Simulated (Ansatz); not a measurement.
TiRh:
```
CELL_PARAMETERS angstrom
      2.92650     0.00000     0.00000
      0.00000     2.92650     0.00000
      0.00000     0.00000     3.37013
ATOMIC_POSITIONS crystal
  Ti 0.50000 0.50000 0.50000
  Rh 0.00000 0.00000 0.00000
```

Relaxed with PBEsol. Special points in fractions of this cell's reciprocal vectors: Γ (0.000, 0.000, 0.000); X (0.000, 0.500, 0.000); M (0.500, 0.500, 0.000); Z (0.000, 0.000, 0.500); R (0.000, 0.500, 0.500); A (0.500, 0.500, 0.500).

### Question
List the band energies nearest the Fermi level at these points for PBEsol (plane waves, PAW; program Ansatz).

### Answer
In eV from the Fermi level; about four levels below and three above (degenerate sets whole), none deeper than 8.9 eV; points with the same levels are listed once.

```json
[
 {"k": "Γ", "below": "-5.27 -2.51 -2.51 -1.65", "above": "0.23 1.35 2.71"},
 {"k": "X", "below": "-2.44 -1.69 -0.96 -0.31", "above": "0.71 1.45 1.69"},
 {"k": "M", "below": "-5.12 -4.40 -4.40 -0.29", "above": "0.88 1.64 1.64"},
 {"k": "Z", "below": "-2.23 -2.23 -1.34 -1.27 -0.64", "above": "0.93 0.93 2.11"},
 {"k": "R", "below": "-5.23 -3.29 -3.13 -1.52", "above": "0.26 0.56 0.63"},
 {"k": "A", "below": "-1.56 -1.56 -1.07 -0.26", "above": "2.32 3.10 8.91"}
]
```

Space group P4/mmm (L1₀ or tetragonal B2). The workflow started from a Materials Project entry (that database holds measured and hypothetical structures alike); the Crystallography Open Database files this formula in space group No. 123, but the cells were not matched. Its standing as an ambient phase is unchecked. Symmetry was held in the PBEsol relaxation; of distortions, only those at the zone centre were tested. No spin polarisation was allowed. Spin–orbit coupling is left out wherever it is not named.

Potentials: the later of the program's two PAW sets.
